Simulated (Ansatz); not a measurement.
The relaxed structure here is a generated cell of Hf: the first start was made by a random draw of sites in a space group, and the end was not matched to a known phase here, so it may be hypothetical. Known forms of Hf include space group No. 194.

One starting cell of Hf (a randomly generated symmetric cell of Hf (space group No. 69)) was relaxed twice with Ansatz (plane waves, PAW, scalar-relativistic): with r2SCAN at 500 eV and with PBE at 420 eV. The r2SCAN result:

```cif
data_Hf
_chemical_formula_sum 'Hf1'
_space_group_name_H-M_alt 'P 1'
_space_group_IT_number 1
_cell_length_a 3.07978
_cell_length_b 3.07978
_cell_length_c 3.07978
_cell_angle_alpha 105.698
_cell_angle_beta 105.698
_cell_angle_gamma 117.314
loop_
_space_group_symop_operation_xyz
  'x, y, z'
loop_
_atom_site_label
_atom_site_type_symbol
_atom_site_fract_x
_atom_site_fract_y
_atom_site_fract_z
_atom_site_occupancy
Hf1 Hf 0.00000 0.00000 0.00000 1
```

```json
[
 {"quantity": "space group", "r2SCAN": "I4/mmm", "PBE": "I4/mmm"},
 {"quantity": "volume (Å³/atom)", "r2SCAN": "22.17", "PBE": "?"},
 {"quantity": "a (Å)", "r2SCAN": "3.720", "PBE": "?"},
 {"quantity": "c (Å)", "r2SCAN": "3.204", "PBE": "?"},
 {"quantity": "gap (eV, no spin-orbit coupling)", "r2SCAN": "0.00", "PBE": "?"}
]
```

**Question.** Fill in the PBE column.

**Answer.** 
- volume (Å³/atom), PBE: 22.35
- a (Å), PBE: 3.745
- c (Å), PBE: 3.187
- gap (eV, no spin-orbit coupling), PBE: 0.00

Both levels end in the same structure; PBE's volume is 0.8 % larger. Neither column is exact.

No spin polarisation in the result.

The run could not lower the symmetry of its start; a shaken copy of this end point relaxes with r2SCAN to P6₃/mmc (No. 194), 0.18 eV/atom lower.

Ansatz is a program for electronic structure.
